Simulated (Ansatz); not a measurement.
Starting cell, AlCo (CsCl type):

```xyz
2
Lattice="2.8239 0.0000 0.0000 0.0000 2.8239 0.0000 0.0000 0.0000 2.8239" Properties=species:S:1:pos:R:3 pbc="T T T"
Al     0.0000     0.0000     0.0000
Co     1.4119     1.4119     1.4119
```

Scan: atom 1 (Al, nearest neighbour Co at 2.446 Å; its periodic images, 2.8 Å or more away, move with it) is displaced towards the nearest neighbour, direction (-0.577, -0.577, 0.577) in Cartesian axes, by s. The other atoms stay.

Level of theory: r2SCAN (plane waves to 500 eV, PAW, scalar-relativistic; Ansatz, an electronic-structure program). k mesh 13×13×13 (Γ-centred), Fermi-Dirac smearing 0.05 eV. Energies are smeared free energies. With partly filled bands, energies and forces of such displacements shift with the k mesh and the smearing. AlCo was relaxed with its symmetry unable to fall. Relaxed AlCo ends ferromagnetic. Other magnetic orders were not checked, so this need not be the ground state. The zero of ΔE is the undisplaced structure. The last digit holds for this mesh only.

| s (Å) | ΔE (meV/cell) |
|---|---|
| -0.240 | withheld |
| -0.192 | 157.1 |
| -0.144 | 87.0 |
| -0.096 | 38.2 |
| -0.048 | 9.5 |
| 0.000 | 0.0 |
| 0.048 | 9.5 |
| 0.096 | 38.2 |
| 0.144 | 87.0 |
| 0.192 | 157.1 |
| 0.240 | withheld |

Fit an even polynomial form (powers 2, 4) to the given rows and predict ΔE at s = -0.240.

Least squares on the 9 given rows: ΔE = (4109)·s² + (4139)·s⁴, in meV/cell with s in Å; root-mean-square residual 0.01 meV/cell. At -0.240 the fit gives 250.4 meV/cell; the calculation gives 250.3 meV/cell, so the extrapolation is off by 0.1 (+0.0 %). The quadratic term alone would give 236.7 meV/cell.

(For displaced atoms, the force is minus the slope of the energy, and its curvature is a force constant, which sets phonon frequencies.)
